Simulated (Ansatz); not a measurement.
Al$_{2}$Cu (fluorite or antifluorite type, Fm-3m), LDA (plane waves, PAW; program Ansatz), all energies at zero smearing, with the estimated change up to a 700 eV cutoff added, with one set of potentials and settings (totals compare only within such a set). Cell of 3 atoms (2 Al, 1 Cu): -7582.119 eV.

```csv
element,reference phase,E (eV/atom)
Al,"Fm-3m, 1 atoms in the cell",-512.8755
Cu,"Fm-3m, 1 atoms in the cell",-6555.7242
```

Formation energy per atom, worked out: (-7582.119 − 2×(-512.8755) − 1×(-6555.7242))/3 = -0.215 eV/atom (-21 kJ per mol of atoms), at 0 K, without zero-point energy or fitted corrections.

The workflow started from a Materials Project entry (that database holds measured and hypothetical structures alike); the Crystallography Open Database copy checked does not list it. It is not the phase usual at ambient conditions (space group No. 140). The cell was relaxed with LDA under the symmetry of its start; of distortions, only those at the zone centre were tested. The run is not spin-polarised. The references are the lowest solids computed at this level, not always the standard phases.

Potentials: the later of the program's two PAW sets.
